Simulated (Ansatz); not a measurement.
Values for one crystal, relaxed and computed with PBEsol (plane waves, PAW; program Ansatz); other levels are named.

Volume per atom: 14.98 Å³
Electronic character: metallic (no gap)
Young's modulus: 248 GPa
Poisson's ratio: 0.36
Bulk modulus (Birch–Murnaghan fit): 294 GPa
Hill bulk and shear moduli: 295 and 91.0 GPa
Debye temperature from the elastic constants: 323 K

### Question
Which of these materials gives this?
A. YPt3, Cu3Au type
B. Al2Pt, fluorite or antifluorite type
C. MoPt, P-6m2 (Mo on 1e, Pt on 1d)
D. ScPt, CsCl type

### Answer
C, MoPt, P-6m2 (Mo on 1e, Pt on 1d)

The workflow started from a Materials Project entry (that database holds measured and hypothetical structures alike); the Crystallography Open Database copy checked does not list it. With Mo and Pt taken as one species the cell has the higher symmetry P6_3/mmc, so it may be an ordered model of a mixed-site phase. Whether it is the stable phase at ambient conditions was not checked. Symmetry was held in the PBEsol relaxation; its stability against distortions is not shown here. No spin polarisation was allowed. As this level gives no gap, shear constants depend on the k-mesh and smearing (Fermi–Dirac, 0.1 eV here). On the denser mesh and wider smearing of the elastic run this cell carries a stress of 0.4 GPa. Spin–orbit coupling is left out wherever it is not named.

Potentials: the later of the program's two PAW sets.
